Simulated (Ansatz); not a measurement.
input.yaml (Ansatz)

```yaml
crystal:
  lattice:
    - [14.0, 0.0, 0.0]
    - [0.0, 14.4, 0.0]
    - [0.0, 0.0, 14.8]
  atoms:
    - { symbol: Ba, position: [0.5, 0.5, 0.5], spin: 0.01 }
  symmetry: { detect: false, time_reversal: true }
hamiltonian:
  xc: rpbe
  pseudopotentials:
    kind: paw
    azcp:
      Ba: "pseudopotentials/Ba.paw.azcp"
basis:
  ecutwfc: 420
  fft_grid_basis: typed
kpoints:
  mp_grid: { grid: [1, 1, 1], shift: [0, 0, 0] }
magnetization:
  spin_polarized: true
scf:
  occupations: { method: fermi_dirac, width: 0.01 }
output:
  write_density: true
  write_potential: true
  elf: true
  volumetric_format: npy
```

Terminal output

```
Engine: ansatz 0.2.0, aarch64-unknown-linux-gnu
Pseudopotentials: kind: paw
Pseudopotential: Ba, paw, valence charge 10, recommended cutoff 420 eV (normal) 
Functional definition: RPBE
  parameter kappa = 0.804
  parameter beta = 0.06672455060314922
  exchange = rpbe_x(kappa = kappa, mu = beta*pi^2/3)
  correlation = pbe_c(beta = beta)
Crystal: 1 atoms, lattice volume = 2983.680 Å³
Basis set: ecut = 420 eV, 58327 PW (Γ)
Bands: 10, of which v1, the nominal top of the filled ones, is band 5 counted from 1 (4 counted from 0)
Symmetry: 1 space group operations
k-points: 1
Non-local potential: Ba, projectors of the file, l = 0: 3, l = 1: 2, l = 2: 2, l = 3: 2
PAW form: soft (Blöchl's): semilocal exchange-correlation on the pseudo side does not see the compensation charge
PAW frozen core: Ba, regenerated for the run's functional, and the local potential with it (the file was generated under x = pbe(κ = 0.804, μ = 0.2195149727645171), c = pbe(β = 0.06672455060314922))
PAW one-centre angular grid: Ba, 194 points (default); XC on 64 Gauss nodes
Initial density: superposition of atomic densities (neutral atoms: chi_scale 0, normalization atom)
Starting moments: Σ|m| = 0.01 μB on 1 of 1 site
Initial wavefunctions: pseudopotential atomic-orbital guess
Functional: x = rpbe, c = pbe(β = 0.06672455060314922)
iter 1 solved again at ethr=5.63e-5 eV; its pass at ethr=3.10e-3 eV (dr2=5.63e-3 eV) is discarded
SCF iter   1: F=—  HF=-5957.537132 eV  |F-HF|=—  |Δ(HF+E_count)|=         —  Δρ=1.18e-4 (↑1.18e-4 ↓9.25e-5)  dr2=4.94e-3  dr2_m=1.31e-5  M=0.000 μB ∫|m|=0.003 μB  β_m=0.30  ethr=5.63e-5  ⟨swp⟩=2.0  Hψ=237  notcnv=0
spin=Collinear: Resta preconditioning applied to the charge; magnetization (m = ρ↑ − ρ↓) channel mixes plain (no charge-response kernel on spin).
SCF iter   2: F=—  HF=-5957.541076 eV  |F-HF|=—  |Δ(HF+E_count)|=   3.94e-3  Δρ=7.54e-5 (↑7.54e-5 ↓5.77e-5)  dr2=2.59e-3  dr2_m=7.14e-6  M=0.000 μB ∫|m|=0.001 μB  β_m=0.30  ethr=4.94e-5  ⟨swp⟩=3.5  Hψ=61  notcnv=0
SCF iter   3: F=—  HF=-5957.542720 eV  |F-HF|=—  |Δ(HF+E_count)|=   1.64e-3  Δρ=4.34e-5 (↑2.72e-5 ↓4.34e-5)  dr2=2.16e-4  dr2_m=3.91e-6  M=0.000 μB ∫|m|=0.000 μB  β_m=0.30  ethr=2.59e-5  ⟨swp⟩=3.0  Hψ=48  notcnv=0
SCF iter   4: F=—  HF=-5957.542740 eV  |F-HF|=—  |Δ(HF+E_count)|=   1.94e-5  Δρ=1.78e-5 (↑1.78e-5 ↓1.20e-5)  dr2=1.23e-4  dr2_m=1.94e-6  M=0.000 μB ∫|m|=0.000 μB  β_m=0.30  ethr=2.16e-6  ⟨swp⟩=3.0  Hψ=50  notcnv=0
SCF iter   5: F=—  HF=-5957.542827 eV  |F-HF|=—  |Δ(HF+E_count)|=   8.73e-5  Δρ=7.55e-6 (↑7.55e-6 ↓5.77e-6)  dr2=2.15e-6  dr2_m=9.71e-7  M=0.000 μB ∫|m|=0.000 μB  β_m=0.30  ethr=1.23e-6  ⟨swp⟩=4.0  Hψ=50  notcnv=0
SCF iter   6: F=—  HF=-5957.542814 eV  |F-HF|=—  |Δ(HF+E_count)|=   1.34e-5  Δρ=4.76e-6 (↑4.76e-6 ↓4.13e-6)  dr2=2.75e-6  dr2_m=4.85e-7  M=0.000 μB ∫|m|=0.000 μB  β_m=0.30  ethr=2.15e-8  ⟨swp⟩=3.0  Hψ=30  notcnv=0
...
WARN: The output density's exchange-correlation potential varies sharply where the density is thin. Do not read a vacuum level from v_tot or v_xc, or from such a field of the output density. On a cell that repeats whose density bears no net charge and no dipole along the vacuum's axis use v_es (v_loc + v_h of the components); under efield.dipole_correction with no amplitude use v_es + v_field, which holds any external_charges[].barrier, or the levels of the report's work_function block, which leave it out; under a non-zero efield.amplitude the vacuum is tilted and has no level; on a cell that repeats and bears such a dipole with no correction it is tilted too, and efield.dipole_correction with no amplitude gives each side of its ramp a level where efield: is served; in a cell that repeats whose density bears a net charge (total_charge, or a fill off its count) it is curved and has none; of a slab under crystal.periodic whose density bears no net charge use v_es, which has a level on each side, short of where the two are joined; of another it falls or rises all the way out and has none; of a slab beside external_charges read slab_vacuum_level instead, which it has where they leave it neutral. The grid or the basis barely resolves most such structure, and the values can differ between equally converged runs; as a rule a tighter scf.convergence.dr2_threshold does not remove it. Where the density itself ripples (under the LDA too) a higher basis.ecutwfc lessens it. The files hold the spikes' plane waves up to the density's cutoff. Files: v_tot_of_output_density and the like, and their columns of v_z.tsv (output.write_potential); v_xc_of_output_density and the like, and their columns of v_comp_z.tsv (output.write_potential_components). Measured: with its Gaussian average of σ = 0.25 Å subtracted twice, the exchange-correlation potential is over 0.1 eV at 12314 of the grid points where the equally averaged density (valence and model cores) is under 1e-3 e/Å³, and 4.21 eV at the most among them, at an averaged density of 1.6e-4 e/Å³. The input density's (outcome.potential() and, of a run that writes arrays, v_tot and v_xc) is over 0.1 eV, so measured, at 14810 points of its own thin density, 4.22 eV at the most. See output.write_potential in the manual, Limitations
SCF converged after 9 iterations
Stability not told: the check came to no verdict; the value that it reports is 1.8e-2 (residual 4.0e-4): no lower mode is shown, and none is ruled out
Magnetization: 0.0000 μB (5.0000 up, 5.0000 down)
Absolute magnetization: 0.0000 μB (∫|ρ↑−ρ↓|, with the PAW one-centre terms)
Spin contamination: 0.0000 ħ² per cell (⟨S²⟩ above its minimum at these occupations)
Per-site moments (μB) at R_I (Å): [(-1.3626608427246384e-7, 5.775)]
Free energy (F): -5957.542820 eV
Harris-Foulkes:  -5957.542820 eV  (|F-HF|=4.71e-9)
Internal energy: -5957.542820 eV  (E = F + TS)
E sigma→0 (E₀):  -5957.542820 eV
Fermi energy:    -2.361355 eV
--- Per-component energies (eV) ---
  E_band       = -183.982356
  E_kinetic    = 161.451694
  E_local      = -1032.258180  (includes V_loc(G=0)·N_el)
  E_nonlocal   = 56.428352
  E_hartree    = 397.084645
  E_xc         = -163.520173
  E_vxc        = -128.658229  (∫ρ·V_xc dr)
  E_paw        = -5234.892629  (= ΣΔE_a)
  E_vpaw       = -35.115839  (= ΣTr[D̂ρ^β])
  E_aug_tail   = -0.000002  (compensation charges beyond the density's cutoff)
  E_ewald      = -141.786580
  E_core_change = -0.049947  (= ΣΔE_core)
  E_smearing   = -0.000000  (= −TS)
  E_closure    = 0.000000  (closes the sum)
  Σ components = -5957.542820   (vs F -5957.542820, Δ=0.00e0)
--- Band table (eV) ---
  k-point 0 ↑: bands = ["-33.4507", "-18.5295", "-18.5294", "-18.5293", "-2.9522", "-1.7557", "-1.7553", "-1.7538", "-1.7536", "-1.7535"]
  k-point 0 ↓: bands = ["-33.4507", "-18.5295", "-18.5294", "-18.5293", "-2.9522", "-1.7557", "-1.7553", "-1.7538", "-1.7536", "-1.7535"]
```

Command:

```sh
ansatz run input.yaml --threads 4 --pin off --max-ram 8192MiB --backend cpu --events-out ev --progress --plain --runs-dir out
```

On 4 threads of Arm Neoverse V2 (shared host) this took about 24 s of wall time and 88 s of CPU time, with 1.5 GiB at the peak.
